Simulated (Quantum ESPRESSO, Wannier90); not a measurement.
Wannierisation of YSi$_{2}$ (P6/mmm)

```xyz
3
Lattice="4.0755 0.0000 0.0000 -2.0377 3.5295 0.0000 0.0000 0.0000 3.9901" Properties=species:S:1:pos:R:3 pbc="T T T"
Y      0.0000     0.0000     0.0000
Si     2.0377    -1.1765     1.9951
Si    -2.0377     1.1765     1.9951
```

Cell from Materials Project (mp-2568), symmetrised, no further relaxation. COD (Crystallography Open Database) has an entry of this formula and space group (matched by these alone). Computed values, not measurements, from PBEsol: Quantum ESPRESSO (norm-conserving PseudoDojo potentials, cutoff 58 Ry, spinors with spin-orbit coupling) on a Γ-centred 6×6×6 mesh, then Wannier90. Density: 12×12×8 mesh, cold smearing 0.01 Ry.

A tight-binding model is made by disentanglement and projection with no localisation steps (num_iter = 0), so the 34 orbitals stay atom-like: hydrogen-like Y: s;p;d; Si: s;p, axes along x, y, z; frozen window up to 1.50 eV relative to the Fermi level. It follows pw.x to 19 meV rms for states up to 1.0 eV relative to the Fermi level. Matrix elements depend on this choice of orbitals and windows.

Task: What are the on-site energies relative to the Fermi level, and how fast do the hoppings decay?

Result: 
| atom | orbitals | energy (eV) |
|---|---|---|
| Y1 | s↑ s↓ | 3.39 |
| Y1 | pz↑ pz↓ | 7.61 |
| Y1 | px↑ px↓ py↑ py↓ | 7.43 |
| Y1 | dz2↑ dz2↓ | 2.54 |
| Y1 | dxz↑ dxz↓ dyz↑ dyz↓ | 3.06 |
| Y1 | dx2-y2↑ dx2-y2↓ dxy↑ dxy↓ | 2.88 |
| Si2 | s↑ s↓ | -4.85 |
| Si2 | pz↑ pz↓ | 1.67 |
| Si2 | px↑ px↓ py↑ py↓ | 1.90 |
| Si3 | s↑ s↓ | -4.85 |
| Si3 | pz↑ pz↓ | 1.67 |
| Si3 | px↑ px↓ py↑ py↓ | 1.90 |

```tsv
distance of the centres (Å)	largest modulus (eV)
2–3	3.2
3–4	1.2
4–5	0.89
5–6	0.44
6–7	0.23
7–8	0.25
8–9	0.057
9–10	0.073
```
